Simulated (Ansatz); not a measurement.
The relaxed structure here is a generated cell of AlP: the first start was made by placing the elements on the sites of a structure type, and the end was not matched to a known phase here, so it may be hypothetical. Known forms of AlP include space group No. 216.

One stationary structure of AlP. Space group P6₂22 (No. 180). Level of theory: PBE (plane waves to 420 eV, PAW, scalar-relativistic; Ansatz, a first-principles code).

```cif
data_Al3P3
_chemical_formula_sum 'Al3 P3'
_space_group_name_H-M_alt 'P6222'
_space_group_IT_number 180
_space_group_name_Hall 'P 62 2 (0 0 4)'
_cell_length_a 3.85087
_cell_length_b 3.85087
_cell_length_c 8.68766
_cell_angle_alpha 90.000
_cell_angle_beta 90.000
_cell_angle_gamma 120.000
loop_
_atom_site_label
_atom_site_type_symbol
_atom_site_symmetry_multiplicity
_atom_site_Wyckoff_symbol
_atom_site_fract_x
_atom_site_fract_y
_atom_site_fract_z
_atom_site_occupancy
Al1 Al 3 d 0.50000 0.00000 0.50000 1
P1 P 3 c 0.50000 0.00000 0.00000 1
```

| Quantity | Result |
|---|---|
| Volume per atom | 18.60 Å³ |
| Band gap | 0.95 eV, indirect (valence top at Γ, conduction bottom at M) (no spin-orbit coupling) |
| Smallest direct gap | 2.03 eV at 50 % of the way from Γ to A |
| Shortest distances | Al–P 2.41 Å; Al–Al 3.48 Å; P–P 3.48 Å |
| k-mesh | 10×10×4 |

Band energies at high-symmetry points (eV from the VBM; labels of this space group; no spin-orbit coupling), from −5 eV up to 3.3 eV:

```json
[
 {"point": "Γ", "energies": "-4.86 -4.86 -2.27 -1.13 -1.13 -0.36 -0.36 -0.06 0.00 2.07 2.12 2.12"},
 {"point": "M", "energies": "-2.97 -2.77 -2.40 -1.82 -1.61 -1.54 0.95 1.48 1.59 2.11"},
 {"point": "K", "energies": "-3.56 -3.56 -2.14 -1.57 -1.57 1.20 2.52 2.52"},
 {"point": "A", "energies": "-1.99 -1.99 -1.95 -1.95 -0.57 -0.40 -0.19 -0.19 1.88 2.79 2.79"},
 {"point": "L", "energies": "-4.30 -4.04 -3.12 -2.30 -1.93 -1.79 -1.34 1.56 2.04 2.33 2.93"},
 {"point": "H", "energies": "-3.92 -3.92 -3.43 -3.43 -2.24 -1.31 2.44"}
]
```

No spin polarisation in the result.

The run could not lose the symmetry of its start, so the end can be a saddle point.
